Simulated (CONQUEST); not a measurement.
A self-consistent single point of GeTe₄Pb₃ (P4/mmm, 8 atoms in the cell; from Materials Project mp-1224448, changed as shown).

```yaml
crystal:
  lattice:
    - [4.62381, 0.00000, 0.00000]
    - [0.00000, 4.62381, 0.00000]
    - [0.00000, 0.00000, 13.08659]
  atoms:
    - { symbol: Ge, position: [0.00000, 0.00000, 0.00000] }
    - { symbol: Te, position: [0.00000, 0.00000, 0.23734] }
    - { symbol: Te, position: [0.00000, 0.00000, 0.76266] }
    - { symbol: Te, position: [0.50000, 0.50000, 0.00000] }
    - { symbol: Te, position: [0.50000, 0.50000, 0.50000] }
    - { symbol: Pb, position: [0.50000, 0.50000, 0.75305] }
    - { symbol: Pb, position: [0.50000, 0.50000, 0.24695] }
    - { symbol: Pb, position: [0.00000, 0.00000, 0.50000] }
```

All values come from this method and carry its errors: PBEsol, numerical atomic orbitals double-zeta with polarisation (the shipped basis), PseudoDojo norm-conserving potentials made for PBEsol in CONQUEST 1.3.

CONQUEST settings:

| key | value |
|---|---|
| basis | DZP |
| Diag.MPMeshX, Y, Z | 6 6 2 |
| potentials | PseudoDojo norm-conserving PBEsol |
| Grid.GridCutoff | 140 Ha |
| DM.SolutionMethod | diagon |
| Diag.kT | 0.000735 Ha |
| Diag.GammaCentred | true |
| minE.SCTolerance | 1.0e-07 |
| SC.MaxIters | 100 |
| SC.LinearMixingFactor | 0.3 |
| AtomMove.TypeOfRun | static |

Results:

* **Number of valence electrons**: 120
* **Number of bands**: 144
* **Number of k-points after the program's reduction**: 60
* **Size of the basis**: 144
* **Number of SCF iterations**: 12
* **FFT grid**: 48 × 48 × 144
* **Free energy E − TS**: -19556.8066 eV
* **Top of the valence band (on the code's own zero)**: -4.64 eV
* **Gap on the k-point mesh**: 0.72 eV
* **Pressure**: -3.39 GPa

Stress (GPa, positive for compression):
```
-3.42   0.00   0.00
 0.00  -3.42   0.00
 0.00   0.00  -3.32
```

Gaps are taken between levels on the mesh.

For comparison: a first run was changed to give this one (volume scaled by 1.04), and from it to this one the free energy goes up by 23.5 meV/atom, the pressure goes from -2.17 to -3.39 GPa and the gap on the mesh goes from 0.645 to 0.717 eV.

Spin-orbit coupling is left out, which matters for bands and gaps with elements this heavy. The program uses no crystal symmetry, so grid and mesh can part values that symmetry would make equal. The atom-centred basis is finite, which shifts total energies, pressures and gaps against plane waves. The structure comes from a collection of computed structures, made at another level of theory; the collection holds predicted forms beside known ones.

Cost on one core: around 100 core-seconds (rough).
